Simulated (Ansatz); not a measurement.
# AlGa2As3: computed properties

The calculation used DFT PBE, scalar-relativistic, plane waves, PAW in Ansatz.

Settings: cutoff 420 eV, Γ-centred mesh 10×10×10 on the computed 6-atom cell, Gaussian smearing of 0.02 eV; no spin polarisation.

The structure is relaxed at this level of theory with its symmetry kept, and needn't be the ground state of this composition.

Space group I-4m2 (No. 119), tetragonal, a = 4.059 Å, c = 17.215 Å. Al has 4 As at 2.48 Å; Ga has 4 As at 2.49 Å; around As on a site of symmetry -4m2 lie 4 Ga at 2.49 Å; around As on a site of symmetry 2mm lie 2 Al at 2.48 Å and 2 Ga at 2.49 Å.

| Quantity | Value |
| --- | --- |
| Volume per atom | 23.64 Å³ |
| Formation energy from the elements' standard states (uncorrected) | -0.395 eV/atom |
| Kohn–Sham band gap | 0.64 eV |
| Orbital (Löwdin) character of the top 1 eV of the valence band | As 4p 76 %, Ga 4p 15 % |
| Orbital (Löwdin) character of the lowest 1 eV of the conduction band | Ga 4s 27 %, As 4s 19 %, As 4p 19 %, Ga 4p 18 %, Al 3p 10 %, unprojected 4 % |
| Bader charge by site (e) | Al (1 in the cell) 1.94, Ga (2 in the cell) 0.68, As (1 in the cell) -0.67, As (2 in the cell) -1.31 |

The cell was found from a structure generator's guess, not taken from experiment. Kohn–Sham gaps at this level usually fall short of measured ones. Löwdin shares on free-atom orbitals overweight diffuse shells in the empty bands.
